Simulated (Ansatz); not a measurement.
## HfTc, first-principles data

HfTc:
```
CELL_PARAMETERS angstrom
      3.22681     0.00000     0.00000
      0.00000     3.22681     0.00000
      0.00000     0.00000     3.22681
ATOMIC_POSITIONS crystal
  Hf 0.00000 0.00000 0.00000
  Tc 0.50000 0.50000 0.50000
```

Space group Pm-3m (No. 221), CsCl type; conventional cell a = b = c = 3.227 Å, α = β = γ = 90.00°.

Method: DFT-PBEsol in the program Ansatz with PAW potentials. Geometry: relaxed at this level of theory. Other levels are named where they apply.

Cell and energy:

```yaml
volume_per_atom: 16.80 Å³
density: 13.66 g/cm³
Formation energy from the elements (no fitted shifts): -0.44 eV/atom
```

Electronic structure:

```yaml
electronic_character: metallic (no gap)
Density of states at the Fermi level: 0.78 states/eV per atom (mean over ±0.08 eV)
Gap with spin–orbit coupling: none (metallic)
```

Mechanics:

```yaml
Bulk modulus (Birch–Murnaghan fit): 202 GPa
Pressure derivative B′: 4.1
Elastic constants (relaxed ions, GPa): C11 = 344, C12 = 130, C44 = 68.2
mechanical_stability: stable (all eigenvalues of C positive)
hill_bulk_and_shear_moduli: 202 and 81.7 GPa
Young's modulus: 216 GPa
Poisson's ratio: 0.32
debye_temperature_from_the_elastic_constants: 318 K
```

Phonons:

```yaml
highest_zone_centre_frequency: 191 cm⁻¹
zone_centre_stability: no imaginary mode at Γ
```

The workflow started from an entry of the Crystallography Open Database (COD). Its standing as an ambient phase is unchecked. The cell was relaxed with PBEsol under the symmetry of its start. The run is not spin-polarised. As this level gives no gap, shear constants depend on the k-mesh and smearing (Fermi–Dirac, 0.1 eV here). As this level gives no gap, phonon frequencies hold no LO–TO term and depend on the k-mesh and smearing (Fermi–Dirac, 0.1 eV here). The references are the lowest solids computed at this level, not always the standard phases. Scalar-relativistic: spin–orbit coupling is off unless named, which matters more the heavier the elements.

Potentials: the later of the program's two PAW sets.
